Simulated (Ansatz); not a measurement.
LiNbO₃:
```
CELL_PARAMETERS angstrom
      2.59221     1.49661     4.56282
     -2.59221     1.49661     4.56282
      0.00000    -2.99322     4.56282
ATOMIC_POSITIONS crystal
  Li 0.75000 0.75000 0.75000
  Li 0.25000 0.25000 0.25000
  Nb 0.00000 0.00000 0.00000
  Nb 0.50000 0.50000 0.50000
  O  0.62845 0.87155 0.25000
  O  0.37155 0.12845 0.75000
  O  0.25000 0.62845 0.87155
  O  0.75000 0.37155 0.12845
  O  0.87155 0.25000 0.62845
  O  0.12845 0.75000 0.37155
```

Relaxed with r²SCAN.

Question: Give the Bader charges and basin volumes of the independent atoms, plane-wave PAW r²SCAN (Ansatz code).

Answer: 

```
atom  Bader charge (e)  Bader volume (Å³)
----  ----------------  -----------------
Li1              +0.91                3.3
Nb3              +2.92                8.8
O5               -1.28               13.7
```

Space group R-3c. The workflow started from a Materials Project entry (that database holds measured and hypothetical structures alike); the Crystallography Open Database files this formula in space group No. 167, but the cells were not matched. It is not the phase usual at ambient conditions (space group No. 161). The cell was relaxed with r²SCAN under the symmetry of its start; whether a distortion lowers the energy is not shown. The run is not spin-polarised.

Potentials: the later of the program's two PAW sets.
